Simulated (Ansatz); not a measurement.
The following input was run with Ansatz 0.2.0.

```yaml
crystal:
  lattice:
    - [-1.9660379453, 1.9660379453, 4.6081115854]
    - [1.9660379453, -1.9660379453, 4.6081115854]
    - [1.9660379453, 1.9660379453, -4.6081115854]
  atoms:
    - { symbol: Ca, position: [0.0, 0.0, 0.0] }
    - { symbol: P, position: [0.6265856094, 0.6265856094, 0.0] }
    - { symbol: P, position: [0.3734143906, 0.3734143906, 0.0] }
    - { symbol: Ru, position: [0.75, 0.25, 0.5] }
    - { symbol: Ru, position: [0.25, 0.75, 0.5] }
basis:
  ecutwfc: 420
kpoints:
  mp_grid: { grid: [12, 12, 12] }
hamiltonian:
  xc: pbesol
scf:
  occupations: { method: gaussian, width: 0.1 }
output:
  forces: true
  stress: true
  eigenvalues: true
relax:
  adjacent_minimum: "off"
  f_tol: 0.01
  max_steps: 30
  cell: { stress_tol: 0.1, fix: [volume] }
```

Run as
```bash
ansatz run input.yaml --threads 2 --pin off --max-ram 5120MiB --backend cpu --events-out ev --progress --plain --runs-dir out
```

These are results of Ansatz 0.2.0, DFT PBEsol, scalar-relativistic, plane waves, PAW, not measurements.

Part of what the program printed, abridged (final results; tables in files aren't shown):

```
SCF 4 converged in 8 iterations: F = -14911.425856 eV  dr2 = 5.01e-15
SCF converged after 8 iterations
Free energy (F): -14911.425856 eV
Harris-Foulkes:  -14911.425856 eV  (|F-HF|=3.64e-12)
Internal energy: -14911.418100 eV  (E = F + TS)
E sigma→0 (E₀):  -14911.421978 eV
Entropy (-TS):   -0.007756 eV (-1.551 meV/atom)
Fermi energy:    16.860926 eV
--- Per-component energies (eV) ---
  E_band       = -269.491583
  E_kinetic    = 1476.995046
  E_local      = -4402.859812  (includes V_loc(G=0)·N_el)
  E_nonlocal   = 824.595626
  E_hartree    = 1572.086043
  E_xc         = -647.984851
  E_vxc        = -783.944201  (∫ρ·V_xc dr)
  E_paw        = -8746.561967  (= ΣΔE_a)
  E_vpaw       = -528.449944  (= ΣTr[D̂ρ^β])
  E_aug_tail   = -0.000387  (compensation charges beyond the density's cutoff)
  E_ewald      = -4988.405376
  E_core_change = 0.717578  (= ΣΔE_core)
  E_smearing   = -0.007756  (= −TS)
--- Forces (eV/Å), atoms counted from 1 ---
  atom   1  Ca     0.00000000     0.00000000     0.00000000
  atom   2  P      0.00000000     0.00000000     0.00049240
  atom   3  P      0.00000000     0.00000000    -0.00049240
  atom   4  Ru     0.00000000     0.00000000     0.00000000
  atom   5  Ru     0.00000000     0.00000000     0.00000000
--- Stress (GPa, compression-positive) ---
       15.842535       0.000000       0.000000
        0.000000      15.842535       0.000000
        0.000000       0.000000      15.965423
  P = ⅓ Tr σ = 15.8835 GPa (158.835 kbar)
--- Band table (eV; the first three rows and the last of 163) ---
  k-point 0: bands = ["-55.7678", "-55.6869", "-26.1257", "-26.1257", "-25.7752", "-25.7415", "-25.7415", "-25.6735", "-23.0088", "-4.2288", "-4.2288", "-4.2188", "2.9242", "5.8882", "8.9537", "10.8678", "10.8678", "11.7338", "13.0407", "13.5089", "13.5089", "15.1250", "15.5118", "16.3313", "16.4267", "16.4267", "17.4463", "18.2795", "18.8251", "18.8251", "20.4564", "20.9302"]
  k-point 1: bands = ["-55.7651", "-55.6896", "-26.1300", "-26.0977", "-25.7724", "-25.7716", "-25.7387", "-25.6767", "-23.0077", "-4.2406", "-4.2344", "-4.2179", "3.0266", "5.9357", "9.0748", "10.6798", "10.9468", "11.8995", "12.7555", "13.3097", "13.8550", "15.0795", "15.3905", "16.0916", "16.1985", "16.3121", "17.2114", "18.3858", "18.4396", "19.3317", "20.6603", "21.1605"]
  k-point 2: bands = ["-55.7577", "-55.6970", "-26.1419", "-26.0209", "-25.8565", "-25.7617", "-25.7310", "-25.6856", "-23.0048", "-4.2690", "-4.2497", "-4.2154", "3.2933", "6.0615", "9.3607", "10.3827", "11.1616", "12.2679", "12.4480", "12.6940", "14.3207", "14.8654", "15.1935", "15.6000", "15.7218", "16.0247", "16.8290", "18.0049", "18.5799", "20.3647", "21.0274", "21.4334"]
  k-point 162: bands = ["-55.7678", "-55.6869", "-26.1258", "-26.1258", "-25.7827", "-25.7414", "-25.7414", "-25.6726", "-22.9989", "-4.2627", "-4.2219", "-4.2219", "3.6964", "4.8412", "9.1774", "11.2102", "11.2102", "11.7960", "12.5740", "12.5740", "12.6332", "14.1132", "16.4028", "16.6935", "16.6935", "16.8996", "18.2791", "19.9669", "20.0234", "20.2436", "20.4873", "21.3900"]
--- Relaxed structure (3 steps of the walk, 3 accepted, 1 SCFs on fresh bases) ---
  F+E_penalty+E_count = -14911.42585571 eV   max|allowed force component| = 4.924e-4 eV/Å   (the final SCF, on the basis selected at the relaxed cell)
  cell:  # Å, volume = 71.2470 Å³
    - [-1.97075872, 1.97075872, 4.58606138]
    - [1.97075872, -1.97075872, 4.58606138]
    - [1.97075872, 1.97075872, -4.58606138]
  atoms:
    - { symbol: Ca, position: [0.0, 0.0, 0.0] }
    - { symbol: P, position: [0.62493783, 0.62493783, 0.0] }
    - { symbol: P, position: [0.37506216, 0.37506216, 0.0] }
    - { symbol: Ru, position: [0.75, 0.25, 0.5] }
    - { symbol: Ru, position: [0.25, 0.75, 0.5] }
```

The relaxation met its thresholds.

Time: 50 s on 2 threads of Arm Neoverse V1, with other jobs on the host, peak memory 0.58 GiB.